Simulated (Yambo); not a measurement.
G0W0@PBEsol for CdClOH (space group P6_3mc, No. 186) in Yambo. Reference settings: 3×3×1 Γ-centred k mesh, bands 9 to 193 and a 7 Ry block in the screening, 193 bands in G with the Bruneval-Gonze terminator, plasmon pole fitted at 27.2 eV. The PBEsol gap Γ → Γ on this mesh is 2.39 eV; G0W0 gaps are taken between the same points.

The settings were changed. The gap went from 4.38 eV to 4.26 eV, and the shift of the valence edge from -1.18 eV to -0.86 eV.

Problem. Name the change that produced these shifts.
(A) no terminator
(B) 129 bands in G, no terminator
(C) 80 bands in G
(D) 6 Ry block

Solution. B, 129 bands in G, no terminator. The others gave (gap, valence shift): 6 Ry block: 4.35, -1.15 eV; 80 bands in G: 4.40, -1.14 eV; no terminator: 4.30, -1.01 eV.

Spin-orbit coupling is not included.

Geometry relaxed with PBE+D3(BJ); primitive cell a = b = 3.6970 Å, c = 10.1849 Å, α = β = 90.00°, γ = 120.00°.

A shift is the quasiparticle energy of the state minus its PBEsol energy.
